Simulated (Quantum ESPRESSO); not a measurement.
Solid-state NMR card for KCl (changed cell)

```
CELL_PARAMETERS angstrom
      0.00000     3.12616     3.17329
      3.12616     0.00000     3.17329
      3.12616     3.12616     0.00000
ATOMIC_POSITIONS crystal
  K  0.00000 0.00000 0.00000
  Cl 0.50000 0.50000 0.50000
```
The cell was made here from a computed Materials Project entry: strained by +1 % along the cube axis and by -0.5 % across it, atoms relaxed (PBE without dispersion, pw.x of a modified build of Quantum ESPRESSO, symmetry kept). The parent is KCl in Fm-3m. Stability against distortions was not tested.

These are absolute shieldings with no macroscopic susceptibility term; δ = σ_ref − σ needs a reference computed alike. By our sweeps, such settings leave a few ppm in absolute σ. No d partial waves on Cl: the paramagnetic term there is incompletely reconstructed. Static lattice: thermal averaging is not included.

**Question.** What do the calculations give at each independent site (shieldings by GIPAW with PBE in Quantum ESPRESSO, on JTH PAW datasets, 25 Ha, k-mesh 4×4×4 shifted, f-sum rule met within 0.002 %)?

**Answer.** 
```json
[
 {"site": "K (atom 1)", "site symmetry": "4/mmm", "σ_iso (ppm)": "1148"},
 {"site": "Cl (atom 2)", "site symmetry": "4/mmm", "σ_iso (ppm)": "902"}
]
```
